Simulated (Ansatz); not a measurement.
## GaAs (F-43m), phonons: input and output

Method: r²SCAN, PAW on Ansatz 0.2.0's default frozen-core files (fitted under PBE), scalar-relativistic.

The cell comes from a PAW relaxation under the same functional.

Command line:

```sh
ansatz run input.yaml --threads 1 --pin off --max-ram 3072MiB --backend cpu --events-out ev --progress --plain --runs-dir out
```

Input:

```yaml
crystal:
  lattice:
    - [0.0, 2.83342682844, 2.83342682844]
    - [2.83342682844, 0.0, 2.83342682844]
    - [2.83342682844, 2.83342682844, 0.0]
  atoms:
    - { symbol: Ga, position: [0.0, 0.0, 0.0] }
    - { symbol: As, position: [0.75, 0.75, 0.75] }
kpoints:
  mp_grid: { grid: [8, 8, 8] }
scf:
  occupations: { method: fixed }
hamiltonian:
  xc: r2scan
  pseudopotentials: { kind: paw }
phonons:
  qmesh: [2, 2, 2]
  qpath:
    path:
      - [0.0, 0.0, 0.0]
      - [-0.5, -0.5, 0.0]
      - [-0.375, -0.375, 0.25]
      - [-0.375, 0.0, 0.375]
      - [0.0, 0.0, 0.0]
      - [0.0, 0.0, 0.5]
      - [-0.5, -0.25, 0.25]
      - [-0.5, -0.5, 0.0]
    npoints: 6
  temperatures: { t_min: 0, t_max: 1000, t_step: 100 }
```

Output:

```
Warning: phonons: the dynamical matrix that this run interpolates holds no multipole term above the dipole-dipole one, and a site of this crystal is no centre of inversion, so its interpolated transverse optical and acoustic branches and sound speeds can stay off near Gamma, and the density of states and the thermodynamics with them. What a run solves at a wave vector of phonons.qpoints, Gamma apart, where the deck ...
Warning: RAYON_NUM_THREADS=1 ignored (pool sized by the plan → 1); use --threads N
Engine: ansatz 0.2.0, x86_64-unknown-linux-gnu
Pseudopotentials: kind: paw
Pseudopotential: Ga, paw, valence charge 13, recommended cutoff 500 eV (meta_gga), Ga.paw.azcp
Pseudopotential: As, paw, valence charge 15, recommended cutoff 500 eV (meta_gga), As.paw.azcp
Functional definition: r2SCAN
  parameter k0 = 0.174
  parameter k1 = 0.065
  parameter a1 = 4.9479
  exchange = r2scan_x(k0 = k0, k1 = k1, a1 = a1)
  correlation = r2scan_c
Crystal: 4 atoms, lattice volume = 90.990 Å³
Basis set: ecut = 500 eV, 2301 PW (Γ), FFT grids on a1, a2, −a1+a2+a3, exchange–correlation on 150×150×225 points (125 copies of the dense FFT grid, shifted against one another)
[... 180 lines left out ...]
      ω (cm⁻¹)  modes    IR ((D/Å)²/amu)
        265.22      2             5.8869
        286.71      1             2.9434
  optical modes at Γ + LO–TO along q̂ = [0.0000, 0.0000, 1.0000]:
      ω (cm⁻¹)  modes    IR ((D/Å)²/amu)
        265.22      2             5.8869
        286.71      1             2.9434
--- Phonons (by wavevector): 3 wavevectors in 2 supercells ---
  supercell 1 (2 cells, vectors [1, 0, 0], [0, 1, -1], [0, 0, 2] in multiples of the cell's): 3 displaced members by 0.0025 Å; free energy -17311.508851 eV; taken off its force constants: by the sum rule 3.0e-4, by the ...
  symmetry images taken by strict's conditions (phonons.symmetry_images: auto; settled by no image being taken that strict refuses)
  supercell 2 (2 cells, vectors [1, 0, 0], [0, 1, 0], [0, 0, 2] in multiples of the cell's): 4 displaced members by 0.0025 Å; free energy -17311.508851 eV; taken off its force constants: by the sum rule 7.2e-5, by the ...
  symmetry images taken by strict's conditions (phonons.symmetry_images: auto; settled by no image being taken that strict refuses)
  q = [0.0000, 0.0000, 0.0000] (star 1, supercell 1; hermiticity 0.00e0, symmetrization 2.08e-6): -0.00 -0.00 0.00 265.22 265.22 265.22
  q = [0.0000, 0.0000, -0.5000] (star 4, supercell 2; hermiticity 1.71e-16, symmetrization 5.20e-16): 63.88 63.88 209.34 234.75 257.23 257.23
  q = [0.0000, -0.5000, -0.5000] (star 3, supercell 1; hermiticity 9.65e-17, symmetrization 3.00e-16): 82.23 82.23 221.76 236.77 248.58 248.58
  joined force constants: q→R imaginary residual 4.34e-17
  density of states and harmonic sums: on the 20×20×20 q-mesh, interpolated from the force constants of a 2×2×2 supercell (with the dipole–dipole term)
  largest difference from the sums on the solved wave vectors: F 6.65e-2 eV, S 9.88e-5 and C_V 3.23e-5 eV/K
```

The run converged.

Harmonic thermodynamics:

Harmonic phonons of a crystal by Kohn-Sham DFT at the given cell, standard atomic masses, acoustic sum rule imposed; negative wavenumbers are unstable modes; sums over wave vectors interpolated from the q mesh.

```json
{
 "Zero point energy": "33.92 meV/atom"
}
```

```
temperature (K)  phonon heat capacity (k_B/atom)  phonon entropy (k_B/atom)  phonon free energy (meV/atom)
            100                            1.744                      1.322                          29.47
            200                            2.554                      2.841                          11.18
            300                            2.786                      3.929                         -18.24
            400                            2.876                      4.744                         -55.76
            500                            2.919                      5.391                         -99.53
            600                            2.944                      5.926                         -148.4
            700                            2.958                      6.381                         -201.4
            800                            2.968                      6.777                         -258.2
            900                            2.975                      7.127                         -318.1
           1000                            2.979                       7.44                         -380.9
```

Phonons on the q mesh:

One row a degenerate set, branches counted upwards.

| Property | Result |
| --- | --- |
| Unstable phonons | no |

| point | q a (r.l.u.) | q b (r.l.u.) | q c (r.l.u.) | branch | phonon wavenumber (cm⁻¹) | degeneracy |
| --- | --- | --- | --- | --- | --- | --- |
| Gamma | 0 | 0 | 0 | 4 | 265.2 | 3 |
| L | 0.5 | 0 | 0 | 1 | 63.9 | 2 |
| L | 0.5 | 0 | 0 | 3 | 209.3 | 1 |
| L | 0.5 | 0 | 0 | 4 | 234.8 | 1 |
| L | 0.5 | 0 | 0 | 5 | 257.2 | 2 |
| X | 0.5 | 0.5 | 0 | 1 | 82.2 | 2 |
| X | 0.5 | 0.5 | 0 | 3 | 221.8 | 1 |
| X | 0.5 | 0.5 | 0 | 4 | 236.8 | 1 |
| X | 0.5 | 0.5 | 0 | 5 | 248.6 | 2 |

### Zone-centre phonons

Optical zone-centre levels upwards with Mulliken labels, activity, and the element with most of the kinetic energy.

```json
{
 "Point group": "-43m"
}
```

```
number  phonon wavenumber (cm⁻¹)  label  infrared  raman  lead element
     1                     265.2     T2       yes    yes            Ga
```

Known limits: frozen-core PAW files fitted under PBE, their cores solved anew for the functional of the run; coarse q mesh; no LO-TO term at the zone centre.

It took 2.7 min on 1 thread of AMD EPYC 9R45 96-Core Processor (Zen 5), with other jobs on the host, peak memory 1.2 GiB.
